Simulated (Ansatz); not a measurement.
Cu:
```xyz
1
Lattice="0.0000 1.7817 1.7817 1.7817 0.0000 1.7817 1.7817 1.7817 0.0000" Properties=species:S:1:pos:R:3 pbc="T T T"
Cu     0.0000     0.0000     0.0000
```

Relaxed with PBE+D3(BJ).

Q: Which orbitals make up the states near the Fermi level in the program Ansatz at the PBE+D3(BJ) level (PAW)?

A: Within 0.5 eV of the Fermi level: Cu 4s 42 %, Cu 3d 36 %, outside the projected shells 22 %. Projections are on Löwdin-orthogonalised atomic valence shells; empty p or d shells of many metals are not among them.

Q: Tabulate the density of states.

A: States/eV per cell of 1 atom, in 0.25 eV bins, energy from the Fermi level.

| E (eV) | total | Cu 3d | Cu 4s |
|---|---|---|---|
| -7.85 | 0.11 | 0.00 | 0.11 |
| -7.60 | 0.13 | 0.01 | 0.12 |
| -7.35 | 0.14 | 0.01 | 0.13 |
| -7.10 | 0.15 | 0.01 | 0.14 |
| -6.85 | 0.17 | 0.02 | 0.14 |
| -6.60 | 0.19 | 0.03 | 0.15 |
| -6.35 | 0.21 | 0.04 | 0.16 |
| -6.10 | 0.25 | 0.07 | 0.18 |
| -5.85 | 0.30 | 0.11 | 0.19 |
| -5.60 | 0.40 | 0.18 | 0.21 |
| -5.35 | 0.65 | 0.41 | 0.23 |
| -5.10 | 1.05 | 0.81 | 0.24 |
| -4.85 | 1.18 | 0.98 | 0.19 |
| -4.60 | 1.62 | 1.47 | 0.13 |
| -4.35 | 2.21 | 2.12 | 0.07 |
| -4.10 | 1.95 | 1.90 | 0.02 |
| -3.85 | 1.92 | 1.87 | 0.02 |
| -3.60 | 2.67 | 2.56 | 0.07 |
| -3.35 | 3.18 | 3.03 | 0.09 |
| -3.10 | 3.92 | 3.77 | 0.09 |
| -2.85 | 2.90 | 2.79 | 0.07 |
| -2.60 | 2.59 | 2.51 | 0.05 |
| -2.35 | 3.40 | 3.33 | 0.05 |
| -2.10 | 2.94 | 2.87 | 0.04 |
| -1.85 | 3.68 | 3.63 | 0.04 |
| -1.60 | 3.52 | 3.45 | 0.06 |
| -1.35 | 0.41 | 0.31 | 0.09 |
| -1.10 | 0.38 | 0.25 | 0.10 |
| -0.85 | 0.35 | 0.20 | 0.12 |
| -0.60 | 0.33 | 0.16 | 0.12 |
| -0.35 | 0.32 | 0.14 | 0.13 |
| -0.10 | 0.30 | 0.11 | 0.13 |
| 0.15 | 0.29 | 0.10 | 0.13 |
| 0.40 | 0.28 | 0.08 | 0.12 |
| 0.65 | 0.27 | 0.07 | 0.12 |
| 0.90 | 0.27 | 0.06 | 0.11 |
| 1.15 | 0.26 | 0.05 | 0.11 |
| 1.40 | 0.26 | 0.04 | 0.10 |
| 1.65 | 0.25 | 0.04 | 0.09 |
| 1.90 | 0.24 | 0.03 | 0.08 |
| 2.15 | 0.23 | 0.03 | 0.08 |
| 2.40 | 0.22 | 0.02 | 0.07 |
| 2.65 | 0.20 | 0.02 | 0.06 |
| 2.90 | 0.19 | 0.02 | 0.05 |
| 3.15 | 0.17 | 0.01 | 0.04 |
| 3.40 | 0.16 | 0.01 | 0.04 |
| 3.65 | 0.14 | 0.01 | 0.03 |
| 3.90 | 0.14 | 0.01 | 0.03 |
| 4.15 | 0.25 | 0.02 | 0.13 |
| 4.40 | 0.29 | 0.02 | 0.15 |
| 4.65 | 0.28 | 0.02 | 0.15 |

Space group Fm-3m (fcc (Cu type)). The PBE+D3(BJ) relaxation kept the symmetry of its start. No spin polarisation was allowed. The pairwise dispersion correction was not fitted to metals.

Potentials: the later of the program's two PAW sets.
